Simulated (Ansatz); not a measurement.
Relaxed ZrC (rock salt):

```xyz
2
Lattice="0.0000 2.3544 2.3544 2.3544 0.0000 2.3544 2.3544 2.3544 0.0000" Properties=species:S:1:pos:R:3 pbc="T T T"
C      0.0000     0.0000     0.0000
Zr     2.3544     2.3544     2.3544
```

A phonon eigenvector at Γ is frozen into this cell: atom i moves by Q times the vector below, so Q is the largest atomic displacement, in Å. The cell is held. It is one choice among 3 degenerate patterns.

| atom | x | y | z |
|---|---|---|---|
| C1 | 0.000 | 0.000 | 1.000 |
| Zr2 | 0.000 | 0.000 | -0.132 |

Level of theory: PBE (plane waves to 420 eV, PAW, scalar-relativistic; Ansatz, a first-principles code). k mesh 17×17×17 (Γ-centred), Fermi-Dirac smearing 0.05 eV. With partly filled bands, energies and forces of such displacements shift with the k mesh and the smearing. ZrC is run without spin polarisation. ZrC was relaxed with its symmetry unable to fall. 

| Q (Å) | −dE/dQ from forces (eV/Å) |
|---|---|
| -0.100 | 0.854 |
| -0.083 | 0.706 |
| -0.067 | 0.567 |
| -0.050 | 0.429 |
| -0.033 | 0.288 |
| -0.017 | 0.145 |
| 0.000 | 0.000 |
| 0.017 | -0.145 |
| 0.033 | -0.288 |
| 0.050 | -0.429 |
| 0.067 | -0.567 |
| 0.083 | -0.706 |
| 0.100 | -0.854 |

Problem. What harmonic wavenumber does the curvature at Q = 0 give?

Solution. 417 cm⁻¹. E″ = 8.71 eV/Å², M = Σ mᵢ|uᵢ|² = 13.6 u, ν̃ = 521.5·√(|E″|/M).

(For displaced atoms, the force is minus the slope of the energy, and its curvature is a force constant, which sets phonon frequencies.)
